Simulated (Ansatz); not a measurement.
# Pressure coefficients of GdO

```
Gd O
1.0
     0.00000    2.69613    2.69613
     2.69613    0.00000    2.69613
     2.69613    2.69613    0.00000
Gd O
1 1
Direct
  0.00000 0.00000 0.00000
  0.75000 0.75000 0.75000
```

Structure from Materials Project entry mp-7870 (possibly hypothetical), not relaxed further.

Where the f shell is localised, expect the real compound to differ from this run without U.

Other magnetic orders may lie lower; this is the state that the run reached.

No spin–orbit coupling, which matters for the heavy atoms here.

These are results of Ansatz 0.2.0, DFT, PBEsol, all-electron LAPW, scalar-relativistic, not measurements.

Settings: a Γ-centred 13×13×13 k mesh, Fermi–Dirac smearing of 0.08 eV, basis error target 1 meV/atom, spin-polarised from start moments Gd1 7 μB.

The cell is scaled evenly with fractional coordinates held.

```json
{"V/V(cell)": "0.9700", "P (GPa)": "-1.26", "cell moment (μB)": "7.460"}
{"V/V(cell)": "1.0000", "P (GPa)": "-4.03", "cell moment (μB)": "7.463"}
{"V/V(cell)": "1.0300", "P (GPa)": "-6.38", "cell moment (μB)": "7.460"}
{"V/V(cell)": "1.0600", "P (GPa)": "-8.37", "cell moment (μB)": "7.454"}
```

Q: From the rows at 0.9700 and 1.0300, what is the bulk modulus at the cell's volume?

A: B = −ΔP/Δln V = −[(-6.38) − (-1.26)]/0.06002 = 85.3 GPa. This is the modulus at -4.03 GPa, not at zero pressure.

Q: How does the moment scale with volume?

A: dln M/dln V = ln(7.460/7.460)/0.06002 = 0.00: the moment hardly moves, as with a saturated or integer moment.

Q: Predict the row at V/V(cell) = 0.9405. How far is a linear estimate of P off?

A: P = 1.93 GPa, moment 7.451 μB. The linear estimate P(cell) − B ln(V/V(cell)) = 1.20 GPa misses by 0.73 GPa, since the modulus grows under compression.
